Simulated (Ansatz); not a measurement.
Given:

ZrB2:
```xyz
3
Lattice="3.1711 0.0000 0.0000 -1.5855 2.7462 0.0000 0.0000 0.0000 3.5422" Properties=species:S:1:pos:R:3 pbc="T T T"
Zr     0.0000     0.0000     0.0000
B      0.0000     1.8308     1.7711
B      1.5855     0.9154     1.7711
```

This is the PBE-relaxed structure.

All from DFT-PBE in the program Ansatz with PAW potentials, unless another level is named. Estimate the electronic character.

metallic (no gap).

And the density of states at the Fermi level?

0.09 states/eV per atom (mean over ±0.08 eV).

What about the formation energy from the elements (no fitted shifts)?

-1.02 eV/atom.

Space group P6/mmm. Symmetry was held in the PBE relaxation. The run is not spin-polarised. The references are the lowest solids computed at this level, not always the standard phases. Scalar-relativistic: spin–orbit coupling is off unless named, which matters more the heavier the elements.

Potentials: the later of the program's two PAW sets.
